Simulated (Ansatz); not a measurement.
Starting cell, W (bcc, W type):

```
W
1.0
   -3.18352     3.18352     3.18352
    1.59176    -1.59176     1.59176
    1.59176     1.59176    -1.59176
W
2
Direct
  0.00000   0.00000   0.00000
  0.50000   0.00000   0.00000
```

The atoms are displaced by Q × the pattern below (from a DFPT mode at N = (0.5, 0.0, 0.0), largest move 1; Q in Å), at fixed cell. (q is in reciprocal vectors of the primitive cell; the cell shown is doubled to hold the pattern.)

```
atom      x       y       z
----  -----  ------  ------
W1    0.000  -0.707  -0.707
W2    0.000   0.707   0.707
```

The numbers are results of PBE (plane waves to 420 eV, PAW, scalar-relativistic; Ansatz, a program for electronic structure), not measurements. k mesh 10×20×20 (Γ-centred), Fermi-Dirac smearing 0.05 eV. The energy includes the smearing's −TS. Left out: 4 of 13 points, with atoms too close for the PAW data. With partly filled bands, energies and forces of such displacements shift with the k mesh and the smearing. Spin-orbit coupling is left out, though W is heavy. W is run without spin polarisation. W was relaxed with its symmetry unable to fall. ΔE is measured from the undisplaced structure. The last digit holds for this mesh only.

```csv
Q (Å),ΔE (meV/cell)
-0.1867,1069.9
-0.1400,withheld
-0.0933,275.5
-0.0467,69.6
0.0000,0.0
0.0467,69.6
0.0933,275.5
0.1400,withheld
0.1867,1069.9
```

Fit an even polynomial form (powers 2, 4) to the given rows and predict ΔE at Q = 0.1400.

Least squares on the 7 given rows: ΔE = (31970)·Q² + (-36580)·Q⁴, in meV/cell with Q in Å; root-mean-square residual 0.03 meV/cell. At 0.1400 the fit gives 612.6 meV/cell; the calculation gives 610.9 meV/cell, so the interpolation is off by 1.7 (+0.3 %). The quadratic term alone would give 626.6 meV/cell.

(A displaced cell: forces are minus the slopes of the energy, force constants its curvatures, and phonons follow from these.)
